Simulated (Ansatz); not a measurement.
**Choice of functional: InF**

```
CELL_PARAMETERS angstrom
0.00000 3.00449 3.00449
3.00449 0.00000 3.00449
3.00449 3.00449 0.00000
ATOMIC_POSITIONS crystal
In 0.00000 0.00000 0.00000
F 0.25000 0.25000 0.25000
```

Atom numbers follow the list: In1, F2.

The structure comes from a relaxation in the same program, started in the zincblende type, and has space group F-43m. Whether it is a known phase or the ground state wasn't checked.

No spin–orbit coupling, which matters for the heavy atoms here.

One fixed cell is solved with several functionals by PAW with the default files in Ansatz 0.2.0, scalar-relativistically. A positive pressure means that the functional wants a larger cell.

The PAW files were made with PBE; their cores are remade for each functional.

Settings: a Γ-centred 13×13×13 k mesh, Fermi–Dirac smearing of 0.05 eV, cutoff 420 eV, no spin polarisation.

Cutoffs: PBE 420 eV, LDA 420 eV, PBEsol 420 eV, r²SCAN 500 eV.

One of the runs gave P (GPa) = 0.00, gap over the k mesh and a high-symmetry path (eV) = 1.85, lowest level at Γ above −25 eV, from the valence-band top or, without a gap, the Fermi level (eV) = -21.90. Which setting was it?
A. r²SCAN
B. LDA
C. PBE
D. PBEsol

C. The full set:
```tsv
setting	P (GPa)	gap over the k mesh and a high-symmetry path (eV)	lowest level at Γ above −25 eV, from the valence-band top or, without a gap, the Fermi level (eV)
PBE	0.00	1.85	-21.90
LDA	-3.48	1.82	-21.44
PBEsol	-1.87	1.78	-21.77
r²SCAN	-1.55	1.99	-23.35
```
